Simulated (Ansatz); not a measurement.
Relaxed TaAs (NbAs type, space group I4_1md):

```
CELL_PARAMETERS angstrom
     -1.73159     1.73159     5.86738
      1.73159    -1.73159     5.86738
      1.73159     1.73159    -5.86738
ATOMIC_POSITIONS crystal
  Ta 0.99912 0.99912 0.00000
  Ta 0.74912 0.24912 0.50000
  As 0.41688 0.41688 0.00000
  As 0.16688 0.66688 0.50000
```

In each cell atom 4 (As, nearest neighbour Ta at 2.622 Å; its periodic images, 3.5 Å or more away, move with it) moves by s·(1.000, 0.000, 0.000) (along Cartesian x), the rest being held.

The numbers are results of PBE (plane waves to 420 eV, PAW, scalar-relativistic; Ansatz, a program for electronic structure), not measurements. k mesh 15×15×15 (Γ-centred), Fermi-Dirac smearing 0.05 eV. E stands for the smeared free energy. With partly filled bands, energies and forces of such displacements shift with the k mesh and the smearing. At this level the bands of TaAs touch or barely overlap. Spin-orbit coupling is left out, though Ta is heavy. TaAs is run without spin polarisation. TaAs was relaxed with its symmetry unable to fall. The PAW data are Ansatz's earlier set. ΔE is measured from the undisplaced structure. The last digit holds for this mesh only.

| s (Å) | ΔE (meV/cell) |
|---|---|
| -0.790 | 4597.8 |
| -0.632 | 3000.5 |
| -0.474 | withheld |
| -0.316 | 725.9 |
| -0.158 | 175.2 |
| 0.000 | 0.0 |
| 0.158 | 175.2 |
| 0.316 | 725.9 |
| 0.474 | withheld |
| 0.632 | 3000.5 |
| 0.790 | 4597.8 |

Task: Fit an even polynomial form (powers 2, 4, 6) to the given rows and predict ΔE at s = 0.474.

Result: Least squares on the 9 given rows: ΔE = (7063)·s² + (2257)·s⁴ + (-2837)·s⁶, in meV/cell with s in Å; root-mean-square residual 1.26 meV/cell. At 0.474 the fit gives 1668.6 meV/cell; the calculation gives 1676.6 meV/cell, so the interpolation is off by -8.0 (-0.5 %). The quadratic term alone would give 1586.9 meV/cell.

(A displaced cell: forces are minus the slopes of the energy, force constants its curvatures, and phonons follow from these.)
